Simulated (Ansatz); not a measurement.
Relaxing a structure of SiS2

The start is a generated trial cell of SiS2 in the AFLOW prototype A2B_cP6_224_b_a (C3, as in Cu2O). The cell and all atomic positions are relaxed at zero pressure with r2SCAN (plane waves to 500 eV, PAW, scalar-relativistic; Ansatz, an electronic-structure program). The first steps use a 8×8×8 k-mesh.

The start:
```
SiS2
1.0
    4.40766     0.00000     0.00000
    0.00000     4.40766     0.00000
    0.00000     0.00000     4.40766
S Si
4 2
Direct
  0.75000   0.75000   0.75000
  0.75000   0.25000   0.25000
  0.25000   0.75000   0.25000
  0.25000   0.25000   0.75000
  0.00000   0.00000   0.00000
  0.50000   0.50000   0.50000
```

Problem. What pressure does the first self-consistent step give?

Solution. +59.9 GPa (positive: the cell is compressed).

Problem. How much energy is released per atom?

Solution. 0.75 eV/atom.

Problem. How do the shortest distances between atoms change?

Solution. The closest pairs of elements (up to four, under 3.6 Å), start → end: S–Si 1.91 → 2.13 Å; S–S 3.12 → 3.48 Å.

Problem. What band gap does the relaxed structure have at this level?

Solution. No gap (metallic).

Problem. Give the final cell and atomic positions.

Solution. 
```cif
data_S4Si2
_chemical_formula_sum 'S4 Si2'
_space_group_name_H-M_alt 'Pn-3m :1'
_space_group_IT_number 224
_space_group_name_Hall 'P 4n 2 3 -1n'
_cell_length_a 4.91891
_cell_length_b 4.91891
_cell_length_c 4.91891
_cell_angle_alpha 90.000
_cell_angle_beta 90.000
_cell_angle_gamma 90.000
loop_
_atom_site_label
_atom_site_type_symbol
_atom_site_symmetry_multiplicity
_atom_site_Wyckoff_symbol
_atom_site_fract_x
_atom_site_fract_y
_atom_site_fract_z
_atom_site_occupancy
S1 S 4 c 0.75000 0.75000 0.75000 1
Si1 Si 2 a 0.00000 0.00000 0.00000 1
```

The space group stays Pn-3m (No. 224) (the run could not lower it); the end is AFLOW prototype A2B_cP6_224_b_a (C3, as in Cu2O), with 6 atoms in the primitive cell. Final values are on a 10×10×10 k-mesh of the relaxed cell. No spin polarisation in the result.

The run could not lower the symmetry of its start; a shaken copy of this end point relaxes with r2SCAN to Pc (No. 7) at a tolerance of 0.01 Å, P4₂nm (No. 102) at 0.1 Å, 0.13 eV/atom lower.

The relaxed structure here is a generated cell of SiS2: the first start was made by placing the elements on the sites of a structure type, and the end was not matched to a known phase here, so it may be hypothetical.
